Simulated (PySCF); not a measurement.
PySCF single point, PBE/def2-TZVP, density fitting, C-PCM implicit dichloromethane (electrostatics alone), on chlorotrifluoromethane, CClF3 (SMILES FC(F)(F)Cl), charge 0, multiplicity 1.

```python
from pyscf import gto, scf, dft
mol = gto.M(atom='''
F     -1.120506    -0.725479    -1.063459
C     -0.653164    -0.241403     0.075270
F     -1.121259     0.986296     0.225847
F     -1.120375    -0.986296     1.063459
Cl     1.121259    -0.241207     0.075272
''', basis='def2-TZVP', charge=0, spin=0, verbose=3)
mf = dft.RKS(mol, xc='PBE')
mf = mf.density_fit()
mf = mf.PCM()
mf.with_solvent.method = 'C-PCM'
mf.with_solvent.eps = 9.08
mf.max_cycle = 100
e = mf.kernel()
print('converged', mf.converged)
print('E_total', e)
print('nao', mol.nao)
print('HOMO', mf.mo_energy[mf.mo_occ > 0].max())
mf.dip_moment()
```

The program's output:

```

WARN: PCM is an experimental feature. It is still in testing.
Features and APIs may be changed in the future.

converged SCF energy = -797.495674909072
converged True
E_total -797.4956749090718
nao 161
HOMO -0.3074384415874985
Dipole moment(X, Y, Z, Debye):  0.30284,  0.00209,  0.00004
```

The total energy is -21700.96 eV, -0.02 eV from the same level's vacuum run.
